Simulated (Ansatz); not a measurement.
## Notes on La3AsO3

```yaml
crystal:
  lattice:
    - [0.00000, 4.09469, 0.00000]
    - [6.91061, -2.04735, 0.00000]
    - [-1.02639, 2.04735, -10.81488]
  atoms:
    - { symbol: La, position: [0.61891, 0.79292, 0.55510] }
    - { symbol: La, position: [0.38109, 0.20708, 0.44490] }
    - { symbol: La, position: [0.62741, 0.35633, 0.10151] }
    - { symbol: La, position: [0.37259, 0.64367, 0.89849] }
    - { symbol: La, position: [0.15413, 0.10214, 0.79388] }
    - { symbol: La, position: [0.84587, 0.89786, 0.20612] }
    - { symbol: As, position: [0.12196, 0.56169, 0.31777] }
    - { symbol: As, position: [0.87804, 0.43831, 0.68223] }
    - { symbol: O, position: [0.18910, 0.96720, 0.58900] }
    - { symbol: O, position: [0.81090, 0.03280, 0.41100] }
    - { symbol: O, position: [0.43670, 0.07510, 0.20170] }
    - { symbol: O, position: [0.56330, 0.92490, 0.79830] }
    - { symbol: O, position: [0.16140, 0.31050, 0.98770] }
    - { symbol: O, position: [0.83860, 0.68950, 0.01230] }
```

Level: r2SCAN, no spin polarisation; 500 eV; 5×5×5 Γ-centred mesh; fermi-dirac occupations (width 0.1 eV); Ansatz 0.2.0, fixed geometry.

**Formation energy.** -3.11 eV an atom against the elements' usual phases (free molecules for gases, crystals otherwise, with no correction for O₂ or N₂), so it is bound against them; other compounds may still compete. Relaxing would lower it.
**Electronic structure.** The gap is 1.17 eV, indirect (the least direct gap found is 1.25 eV).
**Stress.** The pressure is -2.2 GPa (compression positive), so with the atoms held at these fractions the cell would first shrink; the forces are large, so a full relaxation may end otherwise.
**Contacts.** La–O at 2.32 Å: least valence density 0.51 e/Å³ and ELF 0.23 there. As–La at 3.33 Å: least valence density 0.16 e/Å³ and ELF 0.19 there. As–O at 3.83 Å: least valence density 0.06 e/Å³ and ELF 0.07 there, a closed-shell (ionic or weak) contact. Both are smooth PAW fields, read partly inside the augmentation spheres.

Origin: a known structure type with other elements, at an estimated volume, so it need not be a known compound. Caveats: f levels without a U or exact exchange are poorly placed.
